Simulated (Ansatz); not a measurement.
Input, command and steps of an Ansatz relaxation.

```yaml
crystal:
  lattice:
    - [-1.7506762146, 1.7506762146, 2.9988454708]
    - [1.7506762146, -1.7506762146, 2.9988454708]
    - [1.7506762146, 1.7506762146, -2.9988454708]
  atoms:
    - { symbol: "Y", position: [0.0, 0.0, 0.0] }
    - { symbol: C, position: [0.3938658383, 0.3938658383, 0.0] }
    - { symbol: C, position: [0.6061341617, 0.6061341617, 0.0] }
basis:
  ecutwfc: 500
kpoints:
  mp_grid: { grid: [16, 16, 16] }
hamiltonian:
  xc: r2scan
scf:
  occupations: { method: gaussian, width: 0.1 }
output:
  forces: true
  stress: true
  eigenvalues: true
  write_density: true
  write_potential: true
  elf: true
  volumetric_format: npy
relax:
  adjacent_minimum: "off"
  f_tol: 0.01
  max_steps: 30
  cell: { stress_tol: 0.1, fix: [volume] }
```

```bash
ansatz run input.yaml --threads 1 --pin off --max-ram 2560MiB --backend cpu --events-out ev --progress --plain --runs-dir out
```

The calculation used DFT r2SCAN, scalar-relativistic, plane waves, PAW in Ansatz 0.2.0.

The volume is held at 0.88 times that of the relaxed cell.

Of 5 frames 4 are shown, positions in Å and forces in eV/Å; the SCF threshold varies from step to step. Steps run on the plane waves of an earlier cell, with a Pulay correction in the pressure. The basis is chosen afresh for the last frame, the zero of the energies, and at times for earlier ones too; energy and pressure step there, also at an unchanged geometry.

```xyz
3
Lattice="-1.7507 1.7507 2.9988 1.7507 -1.7507 2.9988 1.7507 1.7507 -2.9988" Properties=species:S:1:pos:R:3:forces:R:3 pbc="T T T" step=1 free_energy_over_end_meV_per_atom=1.75 pressure_GPa=20.66
Y     0.0000    0.0000    0.0000    0.0000    0.0000    0.0000
C     0.0000    0.0000    2.3623    0.0000    0.0000   -0.7398
C     0.0000    0.0000    3.6354    0.0000    0.0000    0.7398
3
Lattice="-1.7459 1.7459 3.0151 1.7459 -1.7459 3.0151 1.7459 1.7459 -3.0151" Properties=species:S:1:pos:R:3:forces:R:3 pbc="T T T" step=2 free_energy_over_end_meV_per_atom=0.25 pressure_GPa=19.47
Y     0.0000    0.0000    0.0000    0.0000    0.0000    0.0000
C     0.0000    0.0000    2.3740    0.0000    0.0000   -0.2345
C     0.0000    0.0000    3.6562    0.0000    0.0000    0.2345
3
Lattice="-1.7474 1.7474 3.0101 1.7474 -1.7474 3.0101 1.7474 1.7474 -3.0101" Properties=species:S:1:pos:R:3:forces:R:3 pbc="T T T" step=3 free_energy_over_end_meV_per_atom=0.01 pressure_GPa=19.31
Y     0.0000    0.0000    0.0000    0.0000    0.0000    0.0000
C     0.0000    0.0000    2.3676    0.0000    0.0000   -0.0236
C     0.0000    0.0000    3.6525    0.0000    0.0000    0.0236
3
Lattice="-1.7475 1.7475 3.0096 1.7475 -1.7475 3.0096 1.7475 1.7475 -3.0096" Properties=species:S:1:pos:R:3:forces:R:3 pbc="T T T" step=5 free_energy_over_end_meV_per_atom=0.00 pressure_GPa=19.29
Y     0.0000    0.0000    0.0000    0.0000    0.0000    0.0000
C     0.0000    0.0000    2.3670    0.0000    0.0000   -0.0002
C     0.0000    0.0000    3.6522    0.0000    0.0000    0.0002
```

Time: 3.5 min on 1 thread of Intel(R) Xeon(R) Processor @ 2.50GHz (Skylake/Cascade Lake), on a shared host, peak memory 0.65 GiB.